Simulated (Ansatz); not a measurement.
Relaxed-ion elastic tensor of SnS (zinc blende, F-43m) in GPa (Voigt order), the program Ansatz at the LDA level (PAW); density 3.91 g/cm³, 32.01 Å³ per atom.

```
 33.4   40.6   40.6    0.0    0.0    0.0
 40.6   33.4   40.6    0.0    0.0    0.0
 40.6   40.6   33.4    0.0    0.0    0.0
  0.0    0.0    0.0  -18.0    0.0    0.0
  0.0    0.0    0.0    0.0  -18.0    0.0
  0.0    0.0    0.0    0.0    0.0  -18.0
```

Task: Is the crystal mechanically stable?

Result: No: the smallest eigenvalue of C is -18.0 GPa.

The first step of the workflow began from a Materials Project structure, measured or hypothetical; the Crystallography Open Database copy checked does not list it. It is not the phase usual at ambient conditions (space group No. 62). The LDA relaxation kept the symmetry of its start. At this level the phase is mechanically unstable. As this level gives no gap, shear constants depend on the k-mesh and smearing (Fermi–Dirac, 0.1 eV here). Spin–orbit coupling is left out wherever it is not named.

Potentials: the later of the program's two PAW sets.
